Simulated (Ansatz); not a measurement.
BP:
```yaml
crystal:
  lattice:
    - [0.00000, 2.15933, 2.15933]
    - [2.15933, 0.00000, 2.15933]
    - [2.15933, 2.15933, 0.00000]
  atoms:
    - { symbol: P, position: [0.00000, 0.00000, 0.00000] }
    - { symbol: B, position: [0.50000, 0.50000, 0.50000] }
```

Relaxed with PBE. Special points in fractions of this cell's reciprocal vectors: Γ (0.000, 0.000, 0.000); X (0.500, 0.000, 0.500); U (0.625, 0.250, 0.625); K (0.375, 0.375, 0.750); L (0.500, 0.500, 0.500); W (0.500, 0.250, 0.750).

Problem. List the band energies nearest the Fermi level at these points for PBE (plane waves, PAW; program Ansatz).

Solution. In eV from the Fermi level; about four levels below and three above (degenerate sets whole), none deeper than 8.9 eV; points with the same levels are listed once.

```csv
k,below,above
Γ,–,0.03 0.03 0.03
X,-4.22 -4.22 -2.78,2.63 12.06 12.06
U,-8.17 -8.13 -3.31 -0.34,6.99 7.72 11.04
L,–,0.68 0.68 1.19 1.19
W,-7.41 -7.31 -7.31,3.59 4.68 9.32 9.32
```

Space group Fm-3m (rock salt). The cell is a constructed one: a structure type filled with these elements; neither database checked (COD, Materials Project) lists it. It is not the phase usual at ambient conditions (space group No. 216). Symmetry was held in the PBE relaxation; whether a distortion lowers the energy is not shown.

Potentials: the later of the program's two PAW sets.
